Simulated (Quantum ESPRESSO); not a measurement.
Ta2Ga3Sc2Y, one run as intended and one with a planted mistake

A calculation, not a measurement. The program is pw.x of Quantum ESPRESSO 7.5 (plane-wave density functional theory). The cell is made up: eight metal atoms on a face-centred cubic lattice, with elements, volume, strain and displacements drawn at random and not relaxed, so it may be unstable or far from any real phase. PseudoDojo standard norm-conserving files set the functional (PBE unless stated); there is no spin polarisation or spin-orbit coupling, the Fermi-Dirac width of 0.25 eV means electrons at about 2900 K, and the masses in the input are unused placeholders. Heavy elements are run without spin-orbit coupling, which real alloys of them have. A spin test at this wide smearing found no moment, but such smearing suppresses magnetism that the real alloy may have.

Intended input:

```
&control calculation='scf', pseudo_dir='./dojo.nc.sr.pbe.v0_5.standard.upf', outdir='./o', disk_io='minimal', tprnfor=.true., tstress=.true. /
&system ibrav=0, nat=8, ntyp=4, nbnd=63, ecutwfc=79.96652505, nosym=.true., tot_charge=0,
 occupations='smearing', smearing='fd', degauss=0.0183746611
/
&electrons conv_thr=1.470e-08, electron_maxstep=70, mixing_beta=0.5 /
ATOMIC_SPECIES
Ga 1.0 Ga.upf
Sc 1.0 Sc.upf
Ta 1.0 Ta.upf
Y 1.0 Y.upf
CELL_PARAMETERS angstrom
0.0 -2.1939 -2.1939
-6.5818 -2.1939 0.0
-2.1939 4.3879 -6.5818
ATOMIC_POSITIONS angstrom
Ta 0.0065 -0.0347 -0.0062
Ga -2.1708 2.2254 -4.4006
Ta -2.1997 0.0665 -2.1813
Ga -4.4276 2.2389 -6.5928
Sc -4.4432 -0.0147 -4.4232
Ga -4.3907 -2.1977 -2.2097
Y -6.5757 -0.0097 -6.5364
Sc -6.559 -2.1857 -4.4
K_POINTS automatic
8 4 3 1 1 1
```

The log is shortened where brackets say so; the opening notice, blank lines, dates and the lines on written files are dropped, and the path of the files is cut. It prints rydbergs, bohrs and kilobars, and counts compression as positive stress. Its total energy is the free energy E - TS of the whole cell.

Log of the intended run:

```
     Program PWSCF v.7.5
     Parallel version (MPI & OpenMP), running on       4 processor cores
     Number of MPI processes:                 4
     Threads/MPI process:                     1
     [start-up lines left out]
     bravais-lattice index     =            0
     lattice parameter (alat)  =       5.8631  a.u.
     unit-cell volume          =    1140.1991 (a.u.)^3
     number of atoms/cell      =            8
     number of atomic types    =            4
     number of electrons       =        98.00
     number of Kohn-Sham states=           63
     kinetic-energy cutoff     =      79.9665  Ry
     charge density cutoff     =     319.8661  Ry
     scf convergence threshold =      1.5E-08
     mixing beta               =       0.5000
     number of iterations used =            8  plain     mixing
     Exchange-correlation= PBE
                           (   1   4   3   4   0   0   0)
     [axes and pseudopotential details left out]
   Cartesian axes
     site n.     atom                  positions (alat units)
         1        Ta     tau(   1) = (   0.0020950  -0.0111840  -0.0019983  )
         2        Ga     tau(   2) = (  -0.6996615   0.7172594  -1.4183391  )
         3        Ta     tau(   3) = (  -0.7089762   0.0214333  -0.7030457  )
         4        Ga     tau(   4) = (  -1.4270413   0.7216105  -2.1248979  )
         5        Sc     tau(   5) = (  -1.4320693  -0.0047379  -1.4256232  )
         6        Ga     tau(   6) = (  -1.4151482  -0.7083315  -0.7121992  )
         7        Y      tau(   7) = (  -2.1193865  -0.0031264  -2.1067199  )
         8        Sc     tau(   8) = (  -2.1140040  -0.7044639  -1.4181457  )
     number of k points=    48  Fermi-Dirac smearing, width (Ry)=  0.0184
                       cart. coord. in units 2pi/alat
        k(    1) = (  -0.0534004  -0.0165731  -0.0718152), wk =   0.0416667
        k(    2) = (   0.0055233  -0.1933470   0.1049586), wk =   0.0416667
     [further k points left out]
     Dense  grid:   110231 G-vectors     FFT dimensions: (  36,  75,  90)
     Estimated max dynamical RAM per process >     348.44 MB
     Estimated total dynamical RAM >       1.28 GB
     Initial potential from superposition of free atoms
     starting charge      97.9804, renormalised to      98.0000
     Starting wfcs are   77 randomized atomic wfcs
     total cpu time spent up to now is        7.9 secs
     per-process dynamical memory:   268.4 Mb
     Self-consistent Calculation
     iteration #  1     ecut=    79.97 Ry     beta= 0.50
     Davidson diagonalization with overlap
     ethr =  1.00E-02,  avg # of iterations =  2.2
     total cpu time spent up to now is       23.8 secs
     total energy              =    -993.69564313 Ry
     estimated scf accuracy    <       1.23086919 Ry
     iteration #  2     ecut=    79.97 Ry     beta= 0.50
     Davidson diagonalization with overlap
     ethr =  1.26E-03,  avg # of iterations =  8.4
     total cpu time spent up to now is       50.1 secs
     total energy              =    -993.05775102 Ry
     estimated scf accuracy    <      21.44397470 Ry
     [iterations 3 to 17 left out]
     iteration # 18     ecut=    79.97 Ry     beta= 0.50
     Davidson diagonalization with overlap
     ethr =  3.12E-11,  avg # of iterations =  4.1
     total cpu time spent up to now is      298.9 secs
     total energy              =    -994.43807752 Ry
     estimated scf accuracy    <       0.00000003 Ry
     iteration # 19     ecut=    79.97 Ry     beta= 0.50
     Davidson diagonalization with overlap
     ethr =  3.12E-11,  avg # of iterations =  1.8
     total cpu time spent up to now is      310.8 secs
     End of self-consistent calculation
     [lines on levels left out]
!    total energy              =    -994.43807753 Ry
     estimated scf accuracy    <          7.3E-10 Ry
     smearing contrib. (-TS)   =      -0.12283256 Ry
     internal energy E=F+TS    =    -994.31524496 Ry
     The total energy is F=E-TS. E is the sum of the following terms:
     one-electron contribution =    -306.30910025 Ry
     hartree contribution      =     209.88133728 Ry
     xc contribution           =    -232.93785721 Ry
     ewald contribution        =    -664.94962478 Ry
     convergence has been achieved in  19 iterations
     Forces acting on atoms (cartesian axes, Ry/au):
     atom    1 type  3   force =    -0.04049314    0.02113959   -0.02101740
     atom    2 type  1   force =    -0.01014786   -0.01095339    0.00971523
     atom    3 type  3   force =    -0.00254332   -0.03434241    0.02777817
     atom    4 type  1   force =     0.02491662    0.01143391   -0.01101716
     atom    5 type  2   force =     0.09128268    0.00348707    0.00793947
     atom    6 type  1   force =    -0.00387358    0.00867577   -0.00757127
     atom    7 type  4   force =    -0.02811807    0.02918181   -0.03469997
     atom    8 type  2   force =    -0.03102333   -0.02862235    0.02887293
     Total force =     0.140332     Total SCF correction =     0.000122
     Computing stress (Cartesian axis) and pressure
          total   stress  (Ry/bohr**3)                   (kbar)     P=      -41.39
  -0.00026016  -0.00008129   0.00006895          -38.27      -11.96       10.14
  -0.00008129  -0.00026803   0.00007920          -11.96      -39.43       11.65
   0.00006895   0.00007920  -0.00031596           10.14       11.65      -46.48
     init_run     :      7.24s CPU      7.68s WALL (       1 calls)
     electrons    :    301.82s CPU    302.96s WALL (       1 calls)
     forces       :      2.36s CPU      2.38s WALL (       1 calls)
     stress       :      8.48s CPU      8.67s WALL (       1 calls)
     [timing details left out]
     PWSCF        :   5m20.14s CPU   5m21.96s WALL
     JOB DONE.
```

A second run has one planted mistake: two atoms have their elements exchanged. The input lines that differ:

```
- Ta 0.0065 -0.0347 -0.0062
+ Y 0.0065 -0.0347 -0.0062
- Y -6.5757 -0.0097 -6.5364
+ Ta -6.5757 -0.0097 -6.5364
```

Its log:

```
     Program PWSCF v.7.5
     Parallel version (MPI & OpenMP), running on       4 processor cores
     Number of MPI processes:                 4
     Threads/MPI process:                     1
     [start-up lines left out]
     bravais-lattice index     =            0
     lattice parameter (alat)  =       5.8631  a.u.
     unit-cell volume          =    1140.1991 (a.u.)^3
     number of atoms/cell      =            8
     number of atomic types    =            4
     number of electrons       =        98.00
     number of Kohn-Sham states=           63
     kinetic-energy cutoff     =      79.9665  Ry
     charge density cutoff     =     319.8661  Ry
     scf convergence threshold =      1.5E-08
     mixing beta               =       0.5000
     number of iterations used =            8  plain     mixing
     Exchange-correlation= PBE
                           (   1   4   3   4   0   0   0)
     [axes and pseudopotential details left out]
   Cartesian axes
     site n.     atom                  positions (alat units)
         1        Y      tau(   1) = (   0.0020950  -0.0111840  -0.0019983  )
         2        Ga     tau(   2) = (  -0.6996615   0.7172594  -1.4183391  )
         3        Ta     tau(   3) = (  -0.7089762   0.0214333  -0.7030457  )
         4        Ga     tau(   4) = (  -1.4270413   0.7216105  -2.1248979  )
         5        Sc     tau(   5) = (  -1.4320693  -0.0047379  -1.4256232  )
         6        Ga     tau(   6) = (  -1.4151482  -0.7083315  -0.7121992  )
         7        Ta     tau(   7) = (  -2.1193865  -0.0031264  -2.1067199  )
         8        Sc     tau(   8) = (  -2.1140040  -0.7044639  -1.4181457  )
     number of k points=    48  Fermi-Dirac smearing, width (Ry)=  0.0184
                       cart. coord. in units 2pi/alat
        k(    1) = (  -0.0534004  -0.0165731  -0.0718152), wk =   0.0416667
        k(    2) = (   0.0055233  -0.1933470   0.1049586), wk =   0.0416667
     [further k points left out]
     Dense  grid:   110231 G-vectors     FFT dimensions: (  36,  75,  90)
     Estimated max dynamical RAM per process >     348.44 MB
     Estimated total dynamical RAM >       1.28 GB
     Initial potential from superposition of free atoms
     starting charge      97.9804, renormalised to      98.0000
     Starting wfcs are   77 randomized atomic wfcs
     total cpu time spent up to now is        7.1 secs
     per-process dynamical memory:   268.4 Mb
     Self-consistent Calculation
     iteration #  1     ecut=    79.97 Ry     beta= 0.50
     Davidson diagonalization with overlap
     ethr =  1.00E-02,  avg # of iterations =  2.2
     Threshold (ethr) on eigenvalues was too large:
     Diagonalizing with lowered threshold
     Davidson diagonalization with overlap
     ethr =  4.35E-04,  avg # of iterations =  4.3
     total cpu time spent up to now is       38.9 secs
     total energy              =    -994.26394853 Ry
     estimated scf accuracy    <       0.46795427 Ry
     iteration #  2     ecut=    79.97 Ry     beta= 0.50
     Davidson diagonalization with overlap
     ethr =  4.78E-04,  avg # of iterations =  7.9
     total cpu time spent up to now is       59.5 secs
     total energy              =    -994.18115788 Ry
     estimated scf accuracy    <       2.43724427 Ry
     [iterations 3 to 16 left out]
     iteration # 17     ecut=    79.97 Ry     beta= 0.50
     Davidson diagonalization with overlap
     ethr =  6.96E-11,  avg # of iterations =  2.0
     total cpu time spent up to now is      284.2 secs
     total energy              =    -994.46952793 Ry
     estimated scf accuracy    <       0.00000003 Ry
     iteration # 18     ecut=    79.97 Ry     beta= 0.50
     Davidson diagonalization with overlap
     ethr =  3.06E-11,  avg # of iterations =  2.0
     total cpu time spent up to now is      298.4 secs
     End of self-consistent calculation
     [lines on levels left out]
!    total energy              =    -994.46952794 Ry
     estimated scf accuracy    <          2.0E-09 Ry
     smearing contrib. (-TS)   =      -0.11621532 Ry
     internal energy E=F+TS    =    -994.35331262 Ry
     The total energy is F=E-TS. E is the sum of the following terms:
     one-electron contribution =    -306.08502863 Ry
     hartree contribution      =     209.78410495 Ry
     xc contribution           =    -232.94794404 Ry
     ewald contribution        =    -665.10444489 Ry
     convergence has been achieved in  18 iterations
     Forces acting on atoms (cartesian axes, Ry/au):
     atom    1 type  4   force =    -0.00255112    0.00326263    0.00630428
     atom    2 type  1   force =     0.02118986   -0.01524961    0.01421046
     atom    3 type  3   force =    -0.04109621   -0.01394576   -0.00111133
     atom    4 type  1   force =    -0.03278202   -0.00606982    0.00411422
     atom    5 type  2   force =     0.05173762    0.02712441   -0.01620493
     atom    6 type  1   force =     0.02521224    0.00832389   -0.00701527
     atom    7 type  3   force =     0.01250501   -0.00213011   -0.00285694
     atom    8 type  2   force =    -0.03421538   -0.00131565    0.00255952
     Total force =     0.098645     Total SCF correction =     0.000271
     Computing stress (Cartesian axis) and pressure
          total   stress  (Ry/bohr**3)                   (kbar)     P=      -38.64
  -0.00022334  -0.00008488   0.00010377          -32.85      -12.49       15.27
  -0.00008488  -0.00027170   0.00008756          -12.49      -39.97       12.88
   0.00010377   0.00008756  -0.00029306           15.27       12.88      -43.11
     init_run     :      6.46s CPU      6.74s WALL (       1 calls)
     electrons    :    290.06s CPU    291.34s WALL (       1 calls)
     forces       :      2.75s CPU      2.81s WALL (       1 calls)
     stress       :      8.85s CPU      9.21s WALL (       1 calls)
     [timing details left out]
     PWSCF        :   5m 8.55s CPU   5m10.56s WALL
     JOB DONE.
```

|  | intended run | run with the mistake |
| --- | --- | --- |
| free energy (eV) | -13530.019 | -13530.447 |
| entropy term -TS, part of it (eV) | -1.671 | -1.581 |
| pressure (GPa) | -4.14 | -3.86 |
| size of the largest force component (eV/Å) | 2.347 | 1.330 |
| largest change of a force component (eV/Å) |  | 1.483 |
| iterations | 19 | 18 |

For scale, a rerun of the intended cell at a higher cutoff and on a denser mesh moved values by no more than 0.002 eV in energy, 0.03 GPa in stress and 0.005 eV/Å in force, and a second program with other atomic files agreed on that cell to 2 % rms in force and 0.5 GPa in pressure.